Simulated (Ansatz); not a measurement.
ZnCu₂SiTe₄ in space group I-42m (No. 121; Zn on 2a, Si on 2b, Cu on 4d, Te on 8i), r²SCAN (plane waves, PAW; program Ansatz). The conduction-band minimum lies at X, with 2 equivalent valleys. Second derivatives d²E/dk² of the lowest band at one valley (eV·Å²), along Cartesian directions:

```tsv
direction	d²E/dk²
[100]	39.79
[010]	39.79
[001]	30.00
[110]	50.64
[101]	34.87
[011]	34.87
```

### Question
Find the principal effective masses, the density-of-states mass and the conductivity mass.

### Answer
Off-diagonal terms follow from H_xy = H[110] − (H_xx + H_yy)/2, and m*/mₑ = 7.620 eV·Å² over each eigenvalue: 0.15, 0.25, 0.26. One valley's DOS mass (m₁m₂m₃)^(1/3) = 0.22, conductivity mass 3/(Σ 1/mᵢ) = 0.21 mₑ.

### Question
What effective density of states Nc follows at 300 K for parabolic valleys?

### Answer
Nc = 2.509e19 × 2 × (0.22)^(3/2) ≈ 5.2e18 cm⁻³.

The workflow started from a Materials Project entry (that database holds measured and hypothetical structures alike); the Crystallography Open Database copy checked does not list it. Whether it is the stable phase at ambient conditions was not checked. The cell was relaxed with r²SCAN under the symmetry of its start; whether a distortion lowers the energy is not shown. The run is not spin-polarised. Scalar-relativistic: spin–orbit coupling is off unless named, which matters more the heavier the elements.

Potentials: the later of the program's two PAW sets.

Edges and masses are those of Kohn–Sham bands, whose gap is no quasiparticle gap.
